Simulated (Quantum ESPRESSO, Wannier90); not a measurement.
**Wannier functions of ZrPbO3 (Amm2)**

```
ZrPbO3
1.0
    4.17636     0.00000     0.00000
    0.00000     2.98069     3.06698
    0.00000    -2.98069     3.06698
Zr Pb O
1 1 3
Direct
  0.50000   0.50688   0.50688
  0.00000   0.94502   0.94502
  0.50000   0.03203   0.56315
  0.50000   0.56315   0.03203
  0.00000   0.55991   0.55991
```

Structure: Materials Project mp-20337, symmetrised, not relaxed again. COD (Crystallography Open Database) has the formula in 2 space groups, this one among them (matched by group alone). Computed values, not measurements, from PBEsol: Quantum ESPRESSO (norm-conserving PseudoDojo potentials, cutoff 68 Ry, no spin polarisation, no spin-orbit coupling) on a Γ-centred 8×8×8 mesh, then Wannier90. Density: 8×8×8 mesh, cold smearing 0.01 Ry. Spin-orbit coupling is left out although heavy elements are present.

Base run: 18 functions from bands 13-43 of the 43 computed, start hydrogen-like Zr: d; Pb: s;p; O: p, centres 0.05 Å off the atoms, frozen window up to 4.11 eV relative to the valence-band maximum, outer window open. One thing is changed at a time; window edges are relative to the valence-band maximum. The misfit compares interpolated bands with pw.x on a high-symmetry path, for states up to 3.6 eV relative to the valence-band maximum. Converged means that the tolerances were met: symmetric starts can stop on a saddle, which shows as a larger Ω_OD at equal Ω_I and can move the misfit too.

Which of these settings interpolates worst among those that finish?
(A) base
(B) frozen window to 6.11 eV
(C) no frozen window
(D) outer window to 12.15 eV
(E) frozen window to 2.11 eV
(F) frozen window to 1.11 eV

C, no frozen window. The whole sweep:

```
setting                   functions  frozen to (eV)  Ω_I (Å²)  Ω_D (Å²)  Ω_OD (Å²)  rms misfit (meV)  worst (meV)                               ended
------------------------  ---------  --------------  --------  --------  ---------  ----------------  -----------  ----------------------------------
base                             18            4.11     19.45      0.01       1.69               1.0           17                           converged
frozen window to 2.11 eV         18            2.11     17.96      0.00       1.55               137         1084                           converged
frozen window to 1.11 eV         18            1.11     17.96      0.00       1.55               137         1084                           converged
frozen window to 6.11 eV         18            6.11     21.14      0.02       1.67               0.2          2.4                           converged
no frozen window                 18            none     16.03      0.00       1.45               613         2073                           converged
outer window to 12.15 eV         18            4.11     21.48      0.01       1.82               0.4          4.7                           converged
outer window to 9.15 eV          18            4.11         –         –          –                 –            –  stops: too few bands in the window
```
